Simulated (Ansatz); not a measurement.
ZnCl₂:
```yaml
crystal:
  lattice:
    - [3.59147, 0.00000, 0.00000]
    - [0.00000, 3.59147, 0.00000]
    - [0.00000, 0.00000, 10.27886]
  atoms:
    - { symbol: Zn, position: [0.00000, 0.00000, 0.00000] }
    - { symbol: Zn, position: [0.50000, 0.50000, 0.50000] }
    - { symbol: Cl, position: [0.50000, 0.00000, 0.13061] }
    - { symbol: Cl, position: [0.50000, 0.00000, 0.63061] }
    - { symbol: Cl, position: [0.00000, 0.50000, 0.36939] }
    - { symbol: Cl, position: [0.00000, 0.50000, 0.86939] }
```

This is the LDA-relaxed structure. Cartesian axes are those of the cell as given.

### Question
All from the program Ansatz at the LDA level (PAW), unless another level is named. Estimate the Hill bulk and shear moduli.

### Answer
22.9 and 11.1 GPa.

### Question
And the elastic constants (relaxed ions, GPa)?

### Answer
C11 = 67.3, C12 = 4.4, C13 = 15.4, C33 = 22.1, C44 = 10.7, C66 = 4.8.

Space group P4_2/nmc. The first step of the workflow began from a Materials Project structure, measured or hypothetical; the Crystallography Open Database files this formula in space group No. 137, but the cells were not matched. Its standing as an ambient phase is unchecked. Symmetry was held in the LDA relaxation; whether a distortion lowers the energy is not shown. A crystal of weakly bound layers computed without a dispersion correction: the cell and the soft elastic constants depend strongly on that.

Potentials: the later of the program's two PAW sets.
